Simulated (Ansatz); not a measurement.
**Computed properties of FeSi$_{2}$**

FeSi2:
```
CELL_PARAMETERS angstrom
      2.67656     0.00000     0.00000
      0.00000     2.67656     0.00000
      0.00000     0.00000     5.10617
ATOMIC_POSITIONS crystal
  Fe 0.00000 0.00000 0.00000
  Si 0.50000 0.50000 0.72817
  Si 0.50000 0.50000 0.27183
```

Space group P4/mmm (No. 123); conventional cell a = b = 2.6766 Å, c = 5.1062 Å, α = β = γ = 90.00°.

Method: plane-wave PAW PBEsol (Ansatz code). Structure relaxed to zero pressure with the same functional. Other levels are named where they apply.

### Cell and energy

* **Volume per atom**: 12.19 Å³
* **Density**: 5.08 g/cm³
* **Formation energy from the elements (no fitted shifts)**: -0.51 eV/atom

### Electronic structure

Electronic character: metallic (no gap)
Density of states at the Fermi level: 0.29 states/eV per atom (mean over ±0.08 eV)

### Mechanics

* **Bulk modulus (Birch–Murnaghan fit)**: 194 GPa
* **Pressure derivative B′**: 4.5
* **Elastic constants (relaxed ions, GPa)**: C11 = 362, C12 = 84.2, C13 = 103, C33 = 485, C44 = 116, C66 = 128
* **Mechanical stability**: stable (all eigenvalues of C positive)
* **Hill bulk and shear moduli**: 197 and 132 GPa
* **Young's modulus**: 323 GPa
* **Poisson's ratio**: 0.23
* **Debye temperature from the elastic constants**: 729 K

### Phonons

- Highest zone-centre frequency: 557 cm⁻¹
- Zone-centre stability: no imaginary mode at Γ

The workflow started from a Materials Project entry (that database holds measured and hypothetical structures alike); the Crystallography Open Database files this formula in space group No. 123, but the cells were not matched. Its standing as an ambient phase is unchecked. The cell was relaxed with PBEsol under the symmetry of its start. The run is not spin-polarised. As this level gives no gap, shear constants depend on the k-mesh and smearing (Fermi–Dirac, 0.1 eV here). As this level gives no gap, phonon frequencies hold no LO–TO term and depend on the k-mesh and smearing (Fermi–Dirac, 0.1 eV here). The references are the lowest solids computed at this level, not always the standard phases.

Potentials: the later of the program's two PAW sets.
